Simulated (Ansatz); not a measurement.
**One structure type, several compounds**

Computed with DFT, LDA, all-electron LAPW, scalar-relativistic in Ansatz 0.2.0.

All compounds have space group P6/mmm with 3 atoms in the primitive cell. V0, B0 and B0′ come from third-order Birch–Murnaghan fits to pressures at five volumes, with shape and internal coordinates held; prototypes and MP cells needn't be known phases. No run is spin-polarised.

No spin–orbit coupling, which matters for the heavy atoms here.

LaHg2: La 1a (0.000 0.000 0.000), Hg 2d (0.333 0.667 0.500); shape as in a = 4.96 Å, b = 4.96 Å, c = 3.64 Å, α = 90.00°, β = 90.00°, γ = 120.00°; COD 1523851, reported; 8×8×9 mesh, smearing 0.08 eV; no spin
B2W: B 2d (0.333 0.667 0.500), W 1a (0.000 0.000 0.000); shape as in a = 3.02 Å, b = 3.02 Å, c = 3.05 Å, α = 90.00°, β = 90.00°, γ = 120.00°; COD 1510851, reported; 14×14×12 mesh, smearing 0.05 eV; no spin
Li2Pt: Li 2d (0.333 0.667 0.500), Pt 1a (0.000 0.000 0.000); shape as in a = 4.19 Å, b = 4.19 Å, c = 2.66 Å, α = 90.00°, β = 90.00°, γ = 120.00°; COD 1523301, reported; 9×9×12 mesh, smearing 0.03 eV; no spin
ZrB2: Zr 1a (0.000 0.000 0.000), B 2d (0.333 0.667 0.500); shape as in a = 3.16 Å, b = 3.16 Å, c = 3.52 Å, α = 90.00°, β = 90.00°, γ = 120.00°; COD 1510856, reported; 13×13×10 mesh, smearing 0.03 eV; no spin
MgB2: Mg 1a (0.000 0.000 0.000), B 2d (0.333 0.667 0.500); shape as in a = 3.09 Å, b = 3.09 Å, c = 3.52 Å, α = 90.00°, β = 90.00°, γ = 120.00°; COD 1000026, reported; 15×15×12 mesh, smearing 0.05 eV; no spin

(1) Order the compounds by bulk modulus, lowest first.
A. MgB2
B. LaHg2
C. ZrB2
D. B2W
E. Li2Pt

Results:

(1) B (77 GPa), E (87 GPa), A (164 GPa), C (262 GPa), D (360 GPa).
